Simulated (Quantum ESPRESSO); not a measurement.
pw.x input (Quantum ESPRESSO 7.5; PBEsol, PseudoDojo standard norm-conserving files, scalar-relativistic):

```
&CONTROL
  calculation = 'scf'
  pseudo_dir = './pseudo'
  outdir = './out'
  tprnfor = .true.
  tstress = .true.
/
&SYSTEM
  ibrav = 0
  nat = 10
  ntyp = 3
  ecutwfc = 72.0
  ecutrho = 288.0
  occupations = 'smearing'
  smearing = 'fd'
  degauss = 0.002
  nbnd = 52
/
&ELECTRONS
  conv_thr = 1e-09
/
ATOMIC_SPECIES
Sn 118.7100 Sn.upf
I 126.9045 I.upf
Cs 132.9055 Cs.upf
CELL_PARAMETERS angstrom
  8.660390000000   0.000000000000   0.000000000000
  0.000000000000   8.660390000000   0.000000000000
  0.000000000000   0.000000000000   6.361200000000
ATOMIC_POSITIONS crystal
Sn   0.500000000000   0.500000000000   0.500000000000
Sn   0.000000000000   0.000000000000   0.500000000000
I   0.806590000000   0.693410000000   0.500000000000
I   0.193410000000   0.306590000000   0.500000000000
I   0.306590000000   0.806590000000   0.500000000000
I   0.693410000000   0.193410000000   0.500000000000
I   0.500000000000   0.500000000000   0.000000000000
I   0.000000000000   0.000000000000   0.000000000000
Cs   0.000000000000   0.500000000000   0.000000000000
Cs   0.500000000000   0.000000000000   0.000000000000
K_POINTS automatic
4 4 4 0 0 0
```

End of the output:

```

[...]
     the Fermi energy is     4.0710 ev
!    total energy              =    -564.22706282 Ry
     estimated scf accuracy    <          2.0E-10 Ry
     smearing contrib. (-TS)   =      -0.00000019 Ry
     internal energy E=F+TS    =    -564.22706263 Ry
     The total energy is F=E-TS. E is the sum of the following terms:
     one-electron contribution =    -231.54990490 Ry
     hartree contribution      =     148.79293684 Ry
     xc contribution           =    -162.03382126 Ry
     ewald contribution        =    -319.43627331 Ry
     convergence has been achieved in   9 iterations
     Forces acting on atoms (cartesian axes, Ry/au):
     atom    1 type  1   force =     0.00000000    0.00000000    0.00000000
     atom    2 type  1   force =     0.00000000    0.00000000    0.00000000
     atom    3 type  2   force =    -0.00071162    0.00071162   -0.00000000
     atom    4 type  2   force =     0.00071162   -0.00071162    0.00000000
     atom    5 type  2   force =    -0.00071162   -0.00071162    0.00000000
     atom    6 type  2   force =     0.00071162    0.00071162   -0.00000000
     atom    7 type  2   force =     0.00000000    0.00000000    0.00000000
     atom    8 type  2   force =     0.00000000    0.00000000    0.00000000
     atom    9 type  3   force =     0.00000000    0.00000000    0.00000000
     atom   10 type  3   force =     0.00000000    0.00000000    0.00000000
     Total force =     0.002013     Total SCF correction =     0.000002
     Computing stress (Cartesian axis) and pressure
          total   stress  (Ry/bohr**3)                   (kbar)     P=       -8.54
  -0.00005520   0.00000000   0.00000000           -8.12        0.00        0.00
   0.00000000  -0.00005520   0.00000000            0.00       -8.12        0.00
   0.00000000   0.00000000  -0.00006367            0.00        0.00       -9.37
```
In a gapped system the printed Fermi energy is only some level inside the gap.

Spin-orbit coupling is not included.

Geometry of the Materials Project entry, not relaxed at this level.
